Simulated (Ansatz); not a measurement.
Data:

Starting cell, SnO (litharge type, space group P4/nmm):

```xyz
4
Lattice="3.8362 0.0000 0.0000 0.0000 3.8362 0.0000 0.0000 0.0000 4.7574" Properties=species:S:1:pos:R:3 pbc="T T T"
Sn     1.9181     0.0000     1.1581
Sn     0.0000     1.9181     3.5993
O      0.0000     0.0000     0.0000
O      1.9181     1.9181     0.0000
```

Scan: atom 2 (Sn, nearest neighbour O at 2.241 Å; its periodic images, 3.8 Å or more away, move with it) is displaced along Cartesian [110], direction (0.707, 0.707, 0.000) in Cartesian axes, by s. The other atoms stay.

The numbers are results of PBE-D3(BJ) (plane waves to 420 eV, PAW, scalar-relativistic; Ansatz, a program for electronic structure), not measurements. k mesh 10×10×8 (Γ-centred), Fermi-Dirac smearing 0.05 eV. The energy includes the smearing's −TS. With partly filled bands, energies and forces of such displacements shift with the k mesh and the smearing. At this level the bands of SnO touch or barely overlap; measurements give the solid a gap. SnO was relaxed with its symmetry unable to fall. The PAW data are Ansatz's earlier set. The zero of ΔE is the undisplaced structure.

The scan covers s from -0.670 to 0.670 Å in 11 points.

Q: Is the energy the same for equal positive and negative displacements?

A: Even: the same for both signs. With its periodic images moving along, the atom's site symmetry in this cell is 4mm.

Q: What force acts on the atom along the line at s = -0.670 Å?

A: 3.64 eV/Å.

Q: What is the force constant k = d²E/ds² of this move at s = 0?

A: 4.47 eV/Å².

(A displaced cell: forces are minus the slopes of the energy, force constants its curvatures, and phonons follow from these.)
